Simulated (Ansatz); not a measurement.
A 2-atom cell of InAs started from a crystallographic database, relaxed with r2SCAN, was run in the plane-wave code Ansatz under altered settings. All numbers are computed, without spin polarisation but where a row says otherwise.

```
CELL_PARAMETERS angstrom
0.00000 3.05459 3.05459
3.05459 0.00000 3.05459
3.05459 3.05459 0.00000
ATOMIC_POSITIONS crystal
In 0.00000 0.00000 0.00000
As 0.25000 0.25000 0.25000
```

The base run's other keys:
```yaml
kpoints:
  mp_grid: { grid: [4, 4, 4] }
hamiltonian:
  xc: hse06
scf:
  occupations: { method: fermi_dirac, width: 0.02 }
  n_extra_bands: 4
```

It takes 15 iterations with 1139 plane waves at 420 eV and 8 k points, and leaves a mean stress of +0.10 GPa. The gap over this mesh is 0.402 eV.

Outcomes, with energy and stress as changes against the base:
```
                                  setting            outcome  ΔF (meV/atom)  Δ mean stress (GPa)  gap on the mesh (eV)  iterations
                scf.exx.ecutfock_ratio: 4          converged            0.0                  0.0                 0.402          15
PBE hybrid, exx coeff 0.15, omega 0.3 1/Å  converged, warned              –                 +1.4                  none          15
PBE hybrid, exx coeff 0.75, omega 0.3 1/Å          converged              –                 -2.7                 1.734          26
   PBE hybrid, exx coeff 0.35, unscreened          converged              –                 -1.0                 1.632          25
         scf.occupations: fermi_dirac 0.2  converged, warned           -4.0                 +0.3                 0.355          18
                          scf.max_iter: 2      not converged              –                    –                     –           2
```
A dash marks a value that wasn't obtained or can't be compared. Stress is positive in compression.

- PBE hybrid, exx coeff 0.15, omega 0.3 1/Å. That is 15 % exact exchange, screened with ω = 0.3 1/Å, against HSE06's 25 % screened at 0.208 1/Å. The mean stress moves by +1.4 GPa and the gap on the mesh by -0.402 eV (no gap is left). Totals of different functionals aren't comparable. Warned: filled band counts differ across k points.
- PBE hybrid, exx coeff 0.75, omega 0.3 1/Å. That is 75 % exact exchange, screened with ω = 0.3 1/Å, against HSE06's 25 % screened at 0.208 1/Å. The mean stress moves by -2.7 GPa and the gap on the mesh by +1.332 eV (to 1.734). Totals of different functionals aren't comparable.
- PBE hybrid, exx coeff 0.35, unscreened. That is 35 % exact exchange, at all ranges, against HSE06's 25 % screened at 0.208 1/Å. The mean stress moves by -1.0 GPa and the gap on the mesh by +1.230 eV (to 1.632). Totals of different functionals aren't comparable.
- scf.occupations: fermi_dirac 0.2. The free energy moves by -4.0 meV an atom, the mean stress by +0.3 GPa and the gap on the mesh by -0.047 eV (to 0.355). The term −TS is -8.9 meV an atom. A width of 0.2 eV moves electrons across a gap of 0.40 eV: this is no longer the ground state. Warned: filled band counts differ across k points.
- scf.max_iter: 2. The calculation stopped without meeting its thresholds. It stopped after 2 iterations; the base needs 15. Nothing that it printed is a property of the solid. Error: did not converge after 2 iterations: dr2 = 1.74e-4 (threshold 1.00e-7), under the density mixer `msr1`, which `scf.mixing.algorithm: auto` chose by the deck's other keys (type `scf.mixing.algorithm: msr1` to keep it); this SCF is the semilocal warm-up of a hybrid solve, ahead of its exchange loop […]

Within 1 meV an atom, 0.1 GPa and 0.005 eV of the base stay: scf.exx.ecutfock_ratio: 4.

Spin-orbit coupling is left out, which matters wherever the heavy atoms make up the band edges.

The stress of a hybrid is loosely converged in these runs.

Gaps or overlaps of about a tenth of an eV are at the limit of these meshes: between the points read a gap can be smaller or closed.

The meshes of the hybrids are coarse, so their gaps aren't converged to the digits shown.
